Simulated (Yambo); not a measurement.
G0W0@PBEsol for ZrNBr (space group Pmmn, No. 59) in Yambo. Reference settings: 4×4×1 Γ-centred k mesh, bands 3 to 194 and a 7 Ry block in the screening, 194 bands in G with the Bruneval-Gonze terminator, plasmon pole fitted at 27.2 eV. The PBEsol gap Γ → Γ on this mesh is 1.75 eV; G0W0 gaps are taken between the same points.

With and without the terminator, as bands are cut:

| bands in G (in W) | gap, terminator (eV) | gap, none (eV) | valence shift, terminator (eV) | valence shift, none (eV) |
|---|---|---|---|---|
| 75 (194) | 2.773 | 2.754 | -0.040 | 0.640 |
| 126 (194) | 2.751 | 2.725 | -0.093 | 0.283 |
| 194 (194) | 2.741 | 2.710 | -0.108 | 0.098 |

Over this range the gap spans 0.032 eV with the terminator and 0.044 eV without, the valence shift 0.068 eV and 0.542 eV. Neither column has reached its limit for certain.

Spin-orbit coupling is not included.

Geometry relaxed with PBE+D3(BJ); primitive cell a = 3.6040 Å, b = 4.1064 Å, c = 8.6762 Å, α = β = γ = 90.00°.

A shift is the quasiparticle energy of the state minus its PBEsol energy.
